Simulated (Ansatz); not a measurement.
TaSb$_{2}$ in space group C2/m (No. 12; Ta on 4i, Sb on 4i, Sb on 4i), PBEsol (plane waves, PAW; program Ansatz), all energies at zero smearing, with the estimated change up to a 700 eV cutoff added, with one set of potentials and settings (totals compare only within such a set). Cell of 6 atoms (2 Ta, 4 Sb): -45246.559 eV.

```tsv
element	reference phase	E (eV/atom)
Ta	Im-3m, 1 atoms in the cell	-9806.5011
Sb	R-3m, 2 atoms in the cell	-6408.0873
```

Formation energy per atom, worked out: (-45246.559 − 2×(-9806.5011) − 4×(-6408.0873))/6 = -0.201 eV/atom (-19 kJ per mol of atoms), at 0 K, without zero-point energy or fitted corrections.

The workflow started from a Materials Project entry (that database holds measured and hypothetical structures alike); the Crystallography Open Database copy checked does not list it. Its standing as an ambient phase is unchecked. The cell was relaxed with PBEsol under the symmetry of its start; whether a distortion lowers the energy is not shown. The run is not spin-polarised. The references are the lowest solids computed at this level, not always the standard phases. Scalar-relativistic: spin–orbit coupling is off unless named, which matters more the heavier the elements.

Potentials: the later of the program's two PAW sets.
